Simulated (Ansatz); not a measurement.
ZrIr2 (cubic Laves, MgCu2 type)

```yaml
crystal:
  lattice:
    - [0.00000, 3.67323, 3.67323]
    - [3.67323, 0.00000, 3.67323]
    - [3.67323, 3.67323, 0.00000]
  atoms:
    - { symbol: Zr, position: [0.50000, 0.50000, 0.50000] }
    - { symbol: Zr, position: [0.75000, 0.75000, 0.75000] }
    - { symbol: Ir, position: [0.62500, 0.12500, 0.12500] }
    - { symbol: Ir, position: [0.12500, 0.12500, 0.62500] }
    - { symbol: Ir, position: [0.12500, 0.62500, 0.12500] }
    - { symbol: Ir, position: [0.12500, 0.12500, 0.12500] }
```

Equation-of-state scan: isotropic scaling of the cell above, V₀ being its volume. Symmetry pins the atoms to their sites.

These are PBEsol (plane waves to 420 eV, PAW, scalar-relativistic; Ansatz, an electronic-structure program) values and carry that method's errors. k mesh 11×11×11 (Γ-centred), Fermi-Dirac smearing 0.05 eV. The energy includes the smearing's −TS. Spin-orbit coupling is left out, though Ir is heavy. ZrIr2 is run without spin polarisation. ZrIr2 was relaxed with its symmetry unable to fall. ΔE is measured from the relaxed starting cell.

Predict the ΔE (meV/atom) at V/V₀ = 0.980, 0.990, 1.010, 1.030, 1.040, 1.060.


```csv
V/V₀,ΔE (meV/atom)
0.980,6
0.990,1
1.010,1
1.030,12
1.040,21
1.060,45
```

(A scan under strain: stresses follow from slopes of the energy per volume, elastic moduli from its curvatures.)
